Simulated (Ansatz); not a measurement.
HfNi₄As₂:
```xyz
14
Lattice="6.9995 0.0000 0.0000 0.0000 6.9995 0.0000 0.0000 0.0000 3.7193" Properties=species:S:1:pos:R:3 pbc="T T T"
Hf     3.4998     3.4998     0.0000
Hf     0.0000     0.0000     1.8597
Ni     1.0933     4.1317     1.8597
Ni     5.9062     2.8678     1.8597
Ni     6.3675     4.5931     0.0000
Ni     0.6320     2.4064     0.0000
Ni     4.5931     6.3675     0.0000
Ni     2.4064     0.6320     0.0000
Ni     2.8678     5.9062     1.8597
Ni     4.1317     1.0933     1.8597
As     5.0152     5.0152     1.8597
As     1.9843     1.9843     1.8597
As     5.4840     1.5155     0.0000
As     1.5155     5.4840     0.0000
```

Relaxed with r²SCAN. Special points in fractions of this cell's reciprocal vectors: Γ (0.000, 0.000, 0.000); X (0.000, 0.500, 0.000); M (0.500, 0.500, 0.000); Z (0.000, 0.000, 0.500); R (0.000, 0.500, 0.500); A (0.500, 0.500, 0.500).

### Question
List the band energies nearest the Fermi level at these points for DFT-r²SCAN in the program Ansatz with PAW potentials.

### Answer
In eV from the Fermi level; about four levels below and three above (degenerate sets whole), none deeper than 8.9 eV; points with the same levels are listed once.

| k | below | above |
|---|---|---|
| Γ | -0.79 -0.76 -0.17 -0.17 | 0.05 0.60 0.60 |
| X | -0.39 -0.39 -0.07 -0.07 | 0.85 0.85 1.06 1.06 |
| M | -0.97 -0.97 -0.66 -0.66 | 0.13 0.13 0.34 0.34 |
| Z | -0.48 -0.48 -0.01 -0.01 | 1.81 1.81 2.08 2.08 |
| R | -0.88 -0.88 -0.35 -0.35 | 0.42 0.42 0.50 0.50 |
| A | -0.55 -0.55 -0.18 -0.18 | 0.83 0.83 1.96 1.96 |

Space group P4_2/mnm. The workflow started from a Materials Project entry (that database holds measured and hypothetical structures alike); the Crystallography Open Database copy checked does not list it. Its standing as an ambient phase is unchecked. The cell was relaxed with r²SCAN under the symmetry of its start; its stability against distortions is not shown here. No spin polarisation was allowed. Scalar-relativistic: spin–orbit coupling is off unless named, which matters more the heavier the elements.

Potentials: the later of the program's two PAW sets.
